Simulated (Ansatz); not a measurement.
Ba2LaNbO6:
```
Ba2LaNbO6
1.0
    5.21569     3.01995     0.00000
   -5.21569     3.01995     0.00000
   -3.51969     0.00000     5.02087
Ba La Nb O
2 1 1 6
Direct
  0.75254   0.24746   0.76131
  0.24746   0.75254   0.23869
  0.00000   0.00000   0.50000
  0.50000   0.50000   0.00000
  0.27352   0.72648   0.69562
  0.72648   0.27352   0.30438
  0.31134   0.22363   0.81866
  0.68866   0.77637   0.18134
  0.22363   0.31134   0.18134
  0.77637   0.68866   0.81866
```

Relaxed with PBEsol.

Task: Give the Bader charges and basin volumes of the independent atoms, plane-wave PAW PBEsol (Ansatz code).

Result: 

```json
[
 {"atom": "Ba1", "Bader charge (e)": "+1.52", "Bader volume (Å³)": "23.3"},
 {"atom": "La3", "Bader charge (e)": "+2.00", "Bader volume (Å³)": "17.7"},
 {"atom": "Nb4", "Bader charge (e)": "+2.72", "Bader volume (Å³)": "9.2"},
 {"atom": "O5", "Bader charge (e)": "-1.29", "Bader volume (Å³)": "14.2"},
 {"atom": "O7", "Bader charge (e)": "-1.29", "Bader volume (Å³)": "14.1"}
]
```

Space group C2/m. The first step of the workflow began from a Materials Project structure, measured or hypothetical; the Crystallography Open Database files this formula in space group No. 12, but the cells were not matched. Whether it is the stable phase at ambient conditions was not checked. The PBEsol relaxation kept the symmetry of its start; whether a distortion lowers the energy is not shown. No spin polarisation was allowed. Spin–orbit coupling is left out wherever it is not named.

Potentials: the later of the program's two PAW sets.
